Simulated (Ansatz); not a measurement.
**Cr: pressure against volume**

Cr, P6_3/mmc, a = 2.456 Å, c = 4.398 Å. This isn't the element's structure at ambient conditions. Ansatz: PBEsol, PAW, 420 eV, Γ-centred 18×18×10 mesh on 2 atoms, Gaussian smearing 0.10 eV; no spin polarisation. Shape and atoms are relaxed at each volume; pressure is positive in compression.

| V (Å³/atom) | P (GPa) |
| --- | --- |
| 10.105 | 42.71 |
| 10.449 | ? |
| 10.794 | 18.08 |
| 11.138 | 8.35 |
| 11.483 | 0.02 |
| 11.827 | -7.12 |
| 12.172 | -13.22 |
| 12.631 | -19.99 |

Question: Take V0 = 11.483 Å³/atom, count pressures from its P0 = 0.02 GPa, fit the third-order Birch–Murnaghan form to the other rows, and predict the missing pressure.

Answer: With the Eulerian strain f = ½[(V0/V)^(2/3) − 1] and y = (P − P0)/[3f(1 + 2f)^(5/2)], the form is the line y = B0 + 1.5 B0 (B0′ − 4) f. Rows (f, y): 0.04448, 258.5; 0.02106, 257.8; 0.01027, 257.0; -0.00974, 256.7; -0.01905, 255.3; -0.03077, 254.1. Means f = 0.002708, y = 256.57; Σ(Δf)² = 0.003888, ΣΔfΔy = 0.2151; the slope is their ratio. y = 256.4 + 55.34 f GPa, so B0 = 256.4 GPa and B0′ = 4 + 2 × (55.34)/(3 × 256.4) = 4.14. At V = 10.449, f = 0.03246, y = 258.20 and P = 29.44 GPa. The run gave 29.44 GPa, the same to the digits shown.

Spin polarisation was left out, and a magnetic state may lie lower.

Cost: 8 runs of about 2.7 core-minutes in all, on Intel Xeon Platinum 8259CL (Skylake/Cascade Lake) (shared hosts).